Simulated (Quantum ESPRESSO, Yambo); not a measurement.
**Quasiparticle gap of Cs₂LiAlF₆**

Space group P-3m1 (No. 164); a = 6.298 Å, b = 6.298 Å, c = 5.103 Å, α = 90.00°, β = 90.00°, γ = 120.00°

| atom | site | symmetry | x | y | z |
|---|---|---|---|---|---|
| Li | 1a | -3m. | 0.0000 | 0.0000 | 0.0000 |
| F | 6i | .m. | 0.2683 | 0.1341 | 0.2819 |
| Al | 1b | -3m. | 0.0000 | 0.0000 | 0.5000 |
| Cs | 2d | 3m. | 0.3333 | 0.6667 | 0.2287 |

The geometry is that of Materials Project entry mp-1206808, symmetrised and not relaxed again.

Starting point: PBEsol (pw.x of Quantum ESPRESSO, ONCV potentials, no spin-orbit coupling). G0W0 in Yambo: 3×3×2 Γ-centred k mesh, bands 2 to 191 and a 6 Ry block in the screening, 191 bands in G with the Bruneval-Gonze terminator, plasmon pole fitted at 27.2 eV.

```yaml
PBEsol gap along the band path: 6.76 eV
PBEsol gap between the mesh's edge points (Γ → Γ): 6.76 eV
G0W0 gap between the same points: 10.58 eV
```

```csv
k point,band,E PBEsol (eV),E QP (eV),shift (eV),Z
Γ,VB,0.00,-2.63,-2.63,0.82
Γ,CB,6.76,7.95,1.19,0.89
A,VB,-0.10,-2.75,-2.65,0.82
A,CB,8.51,9.92,1.41,0.89
K,VB,-0.04,-2.67,-2.63,0.82
K,CB,8.40,9.66,1.27,0.89
H,VB,-0.13,-2.77,-2.64,0.82
H,CB,8.91,10.36,1.45,0.89
```

Energies count from the PBEsol valence-band maximum.

Nearest settings tried, and what they do to the gap: 2 Ry block (71 vectors against 295): +730 meV. Not varied: bands in G, bands in W, mesh. So the settings aren't converged at that level.

The structure is a Materials Project entry; no match was found in the copy of COD used, and its stability was not checked.
